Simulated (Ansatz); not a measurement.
CrO$_{2}$ (rutile), relaxed and computed with several functionals in Ansatz (plane waves, PAW).

```tsv
functional	a (Å)	c (Å)	V (Å³/atom)	spin order and moments (μB)
PBE	[?]	[?]	[?]	[?]
r²SCAN	4.404	2.912	9.41	ferromagnetic; net 0.67 per atom; largest site about 2.2
HSE06	4.368	2.923	9.29	ferromagnetic; net 0.67 per atom; largest site about 2.2
PBEsol	4.392	2.888	9.29	ferromagnetic; net 0.67 per atom; largest site about 2.1
```

Some entries are withheld; supply them.


- PBE, a (Å): 4.444
- PBE, c (Å): 2.922
- PBE, V (Å³/atom): 9.62
- PBE, spin order and moments (μB): ferromagnetic; net 0.67 per atom; largest site about 2.1

Spin orders computed, not proven ground states: CrO2, rutile with PBE ferromagnetic; CrO2, rutile with r²SCAN ferromagnetic; CrO2, rutile with HSE06 ferromagnetic; CrO2, rutile with PBEsol ferromagnetic. All cells were relaxed under the symmetry of their starts (and spin orders); stability against distortions was not tested throughout. No Hubbard U is applied.

Potentials: the later of the program's two PAW sets.

Ansatz (a program for electronic structure) is a plane-wave DFT program.
